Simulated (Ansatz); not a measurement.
MnS in space group I-4m2 (No. 119; Mn on 2a, S on 2c) under volume change, r²SCAN in the plane-wave PAW code Ansatz, shape and atoms relaxed at each volume.

| V (Å³/atom) | E − E(relaxed) (meV/atom) | P (GPa) |
|---|---|---|
| 19.376 | 37.0 | 6.63 |
| 20.015 | [?] | [?] |
| 20.654 | 3.7 | 1.92 |
| 21.292 | 0.0 | 0.00 |
| 21.931 | [?] | [?] |
| 22.570 | 13.1 | -3.15 |
| 23.209 | 28.3 | -4.43 |

What belongs in the gaps?


- 21.931, E − E(relaxed) (meV/atom): 3.4
- 21.931, P (GPa): -1.69
- 20.015, E − E(relaxed) (meV/atom): 15.7
- 20.015, P (GPa): 4.12

What does a third-order Birch–Murnaghan fit give for V₀, B₀ and B′?

V₀ = 21.29 Å³/atom, B₀ = 59.8 GPa, B′ = 3.5.

The workflow started from an entry of the Crystallography Open Database (COD); the relaxed space group is not among those it files for this formula. COD files the formula under space group No. 186, 216, 225, so this cell is another polymorph or a model. Whether it is the stable phase at ambient conditions was not checked. The r²SCAN relaxation kept the symmetry of its start, as lowered by the spin order; its stability against distortions is not shown here. Magnetic state: antiferromagnetic, chosen from 3 collinear starts compared on coarse meshes (ties went to the first, and starts can fall back to one state), not a proven ground state. Other orbital occupations within this spin state were not tried. No Hubbard U is applied.

Potentials: the later of the program's two PAW sets.
